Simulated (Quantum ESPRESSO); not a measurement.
## CGe5Si2 (input and log of a self-consistent run)

A calculation, not a measurement. The program is pw.x of Quantum ESPRESSO 7.5 (plane-wave density functional theory). The cell is made up: 8 atoms on a zincblende/diamond lattice, with randomly drawn elements, strain and displacements, not relaxed. PseudoDojo standard norm-conserving files (v0.5 for PBE, v0.4.1 for LDA and PBEsol) set the functional; there is no spin polarisation, spin-orbit coupling or dispersion term, and the masses in the input are unused placeholders.

Input:

```
&control calculation='scf', pseudo_dir='./dojo.nc.sr.pbe.v0_5.standard.upf', outdir='./o', disk_io='medium', tprnfor=.true., tstress=.true. /
&system ibrav=0, nat=8, ntyp=3, nbnd=51, ecutwfc=82.02448710, nosym=.true., tot_charge=0,
 occupations='smearing', smearing='fd', degauss=0.0073498644
/
&electrons conv_thr=7.350e-09, electron_maxstep=60, /
ATOMIC_SPECIES
C 1.0 C.upf
Ge 1.0 Ge.upf
Si 1.0 Si.upf
CELL_PARAMETERS angstrom
5.6752 0.0515 -0.0167
0.0515 5.8208 -0.0148
-0.0167 -0.0148 5.6238
ATOMIC_POSITIONS angstrom
C 0.0805 0.1304 -0.0162
Ge 0.089 2.8297 2.7945
Ge 2.7794 -0.0521 2.7309
Ge 2.8935 2.8927 0.1208
Ge 1.4091 1.4459 1.3438
Ge 1.4547 4.3104 4.0973
Si 4.322 1.4579 4.1997
Si 4.2235 4.2939 1.425
K_POINTS automatic
6 6 6 1 1 1
```

The log is shortened where brackets say so; the opening notice, blank lines, dates and the lines on written files are dropped, and the path of the files is cut. It prints rydbergs, bohrs and kilobars, and counts compression as positive stress.

```
     Program PWSCF v.7.5
     Parallel version (MPI & OpenMP), running on       1 processor cores
     Number of MPI processes:                 1
     Threads/MPI process:                     1
     [start-up lines left out]
     bravais-lattice index     =            0
     lattice parameter (alat)  =      10.7251  a.u.
     unit-cell volume          =    1253.5706 (a.u.)^3
     number of atoms/cell      =            8
     number of atomic types    =            3
     number of electrons       =        82.00
     number of Kohn-Sham states=           51
     kinetic-energy cutoff     =      82.0245  Ry
     charge density cutoff     =     328.0979  Ry
     scf convergence threshold =      7.3E-09
     mixing beta               =       0.7000
     number of iterations used =            8  plain     mixing
     Exchange-correlation= PBE
                           (   1   4   3   4   0   0   0)
     [axes and pseudopotential details left out]
   Cartesian axes
     site n.     atom                  positions (alat units)
         1        C      tau(   1) = (   0.0141839   0.0229761  -0.0028544  )
         2        Ge     tau(   2) = (   0.0156816   0.4985853   0.4923831  )
         3        Ge     tau(   3) = (   0.4897226  -0.0091799   0.4811770  )
         4        Ge     tau(   4) = (   0.5098267   0.5096857   0.0212846  )
         5        Ge     tau(   5) = (   0.2482795   0.2547636   0.2367738  )
         6        Ge     tau(   6) = (   0.2563141   0.7594805   0.7219329  )
         7        Si     tau(   7) = (   0.7615244   0.2568779   0.7399755  )
         8        Si     tau(   8) = (   0.7441690   0.7565733   0.2510810  )
     number of k points=   108  Fermi-Dirac smearing, width (Ry)=  0.0073
     Number of k-points >= 100: set verbosity='high' to print them.
     Dense  grid:   125831 G-vectors     FFT dimensions: (  64,  64,  64)
     Estimated max dynamical RAM per process >     176.29 MB
     Initial potential from superposition of free atoms
     starting charge      81.9946, renormalised to      82.0000
     Starting wfcs are   57 randomized atomic wfcs
     total cpu time spent up to now is       48.6 secs
     per-process dynamical memory:   109.2 Mb
     Self-consistent Calculation
     iteration #  1     ecut=    82.02 Ry     beta= 0.70
     Davidson diagonalization with overlap
     ethr =  1.00E-02,  avg # of iterations =  3.2
     Threshold (ethr) on eigenvalues was too large:
     Diagonalizing with lowered threshold
     Davidson diagonalization with overlap
     ethr =  4.57E-04,  avg # of iterations =  2.5
     total cpu time spent up to now is      308.6 secs
     total energy              =    -921.65018082 Ry
     estimated scf accuracy    <       0.37695360 Ry
     iteration #  2     ecut=    82.02 Ry     beta= 0.70
     Davidson diagonalization with overlap
     ethr =  4.60E-04,  avg # of iterations =  7.4
     total cpu time spent up to now is      447.9 secs
     total energy              =    -921.56494112 Ry
     estimated scf accuracy    <       1.73015609 Ry
     iteration #  3     ecut=    82.02 Ry     beta= 0.70
     Davidson diagonalization with overlap
     ethr =  4.60E-04,  avg # of iterations =  5.0
     total cpu time spent up to now is      583.1 secs
     total energy              =    -921.81485916 Ry
     estimated scf accuracy    <       0.01868439 Ry
     iteration #  4     ecut=    82.02 Ry     beta= 0.70
     Davidson diagonalization with overlap
     ethr =  2.28E-05,  avg # of iterations =  6.4
     total cpu time spent up to now is      727.1 secs
     total energy              =    -921.81802746 Ry
     estimated scf accuracy    <       0.00658522 Ry
     iteration #  5     ecut=    82.02 Ry     beta= 0.70
     Davidson diagonalization with overlap
     ethr =  8.03E-06,  avg # of iterations =  2.7
     total cpu time spent up to now is      867.6 secs
     total energy              =    -921.81934797 Ry
     estimated scf accuracy    <       0.00100138 Ry
     iteration #  6     ecut=    82.02 Ry     beta= 0.70
     Davidson diagonalization with overlap
     ethr =  1.22E-06,  avg # of iterations =  2.7
     total cpu time spent up to now is      990.9 secs
     total energy              =    -921.81955703 Ry
     estimated scf accuracy    <       0.00005114 Ry
     iteration #  7     ecut=    82.02 Ry     beta= 0.70
     Davidson diagonalization with overlap
     ethr =  6.24E-08,  avg # of iterations =  2.5
     total cpu time spent up to now is     1165.7 secs
     total energy              =    -921.81956822 Ry
     estimated scf accuracy    <       0.00000394 Ry
     iteration #  8     ecut=    82.02 Ry     beta= 0.70
     Davidson diagonalization with overlap
     ethr =  4.81E-09,  avg # of iterations =  3.6
     total cpu time spent up to now is     1357.7 secs
     total energy              =    -921.81956920 Ry
     estimated scf accuracy    <       0.00000105 Ry
     iteration #  9     ecut=    82.02 Ry     beta= 0.70
     Davidson diagonalization with overlap
     ethr =  1.28E-09,  avg # of iterations =  2.0
     total cpu time spent up to now is     1537.8 secs
     total energy              =    -921.81956941 Ry
     estimated scf accuracy    <       0.00000006 Ry
     iteration # 10     ecut=    82.02 Ry     beta= 0.70
     Davidson diagonalization with overlap
     ethr =  7.43E-11,  avg # of iterations =  3.6
     total cpu time spent up to now is     1735.1 secs
     total energy              =    -921.81956943 Ry
     estimated scf accuracy    <       0.00000001 Ry
     iteration # 11     ecut=    82.02 Ry     beta= 0.70
     Davidson diagonalization with overlap
     ethr =  1.53E-11,  avg # of iterations =  2.0
     total cpu time spent up to now is     1932.4 secs
     End of self-consistent calculation
     Number of k-points >= 100: set verbosity='high' to print the bands.
     the Fermi energy is     6.7520 ev
!    total energy              =    -921.81956943 Ry
     estimated scf accuracy    <          2.6E-09 Ry
     smearing contrib. (-TS)   =      -0.00177549 Ry
     internal energy E=F+TS    =    -921.81779394 Ry
     The total energy is F=E-TS. E is the sum of the following terms:
     one-electron contribution =    -569.23353419 Ry
     hartree contribution      =     331.81795359 Ry
     xc contribution           =    -227.90697625 Ry
     ewald contribution        =    -456.49523709 Ry
     convergence has been achieved in  11 iterations
     Forces acting on atoms (cartesian axes, Ry/au):
     atom    1 type  1   force =    -0.02259791   -0.00278834   -0.02417925
     atom    2 type  2   force =    -0.05711946    0.00715012    0.00160308
     atom    3 type  2   force =     0.03782018    0.02198873    0.02060400
     atom    4 type  2   force =     0.00674793    0.00022737   -0.07284277
     atom    5 type  2   force =    -0.04373450   -0.06873296   -0.04917637
     atom    6 type  2   force =    -0.01305836    0.04239736    0.08602636
     atom    7 type  3   force =     0.02680691   -0.04927008    0.05153583
     atom    8 type  3   force =     0.06513521    0.04902780   -0.01357087
     Total force =     0.207764     Total SCF correction =     0.000285
     Computing stress (Cartesian axis) and pressure
          total   stress  (Ry/bohr**3)                   (kbar)     P=      -57.56
  -0.00036011   0.00006553  -0.00010935          -52.97        9.64      -16.09
   0.00006553  -0.00046334   0.00002227            9.64      -68.16        3.28
  -0.00010935   0.00002227  -0.00035037          -16.09        3.28      -51.54
     init_run     :     42.40s CPU     48.54s WALL (       1 calls)
     electrons    :   1766.62s CPU   1883.77s WALL (       1 calls)
     forces       :     34.68s CPU     35.11s WALL (       1 calls)
     stress       :    131.27s CPU    131.89s WALL (       1 calls)
     [timing details left out]
     PWSCF        :  32m55.87s CPU  35m 5.17s WALL
     JOB DONE.
```

In other units: free energy -12541.994 eV for the cell, pressure -5.76 GPa, largest force component 2.212 eV/Å. A rerun of this cell at 1347 eV and a 8 x 8 x 8 mesh moved values by no more than 0.002 eV in energy, 0.03 GPa in stress and 0.008 eV/Å in force.